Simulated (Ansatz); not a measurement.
SiO₂ in space group P4_2/nmc (No. 137; Si on 2a, O on 4d), DFT-PBE in the program Ansatz with PAW potentials, all energies at zero smearing, with the estimated change up to a 700 eV cutoff added, with one set of potentials and settings (totals compare only within such a set). Cell of 6 atoms (2 Si, 4 O): -3546.752 eV.

| element | reference phase | E (eV/atom) |
|---|---|---|
| Si | Fd-3m, 2 atoms in the cell | -635.8114 |
| O | C2/m, 4 atoms in the cell, spin-polarised | -565.0042 |

Formation energy per atom, worked out: (-3546.752 − 2×(-635.8114) − 4×(-565.0042))/6 = -2.519 eV/atom (-243 kJ per mol of atoms), at 0 K, without zero-point energy or fitted corrections.

A made-up cell: these elements were put on the sites of a structure type; neither database checked (COD, Materials Project) lists it. It is not the phase usual at ambient conditions (space group No. 92, 152, 154). The PBE relaxation kept the symmetry of its start; whether a distortion lowers the energy is not shown. The references are the lowest solids computed at this level, not always the standard phases (solids in place of the gases).

Potentials: the earlier of the program's two PAW sets.
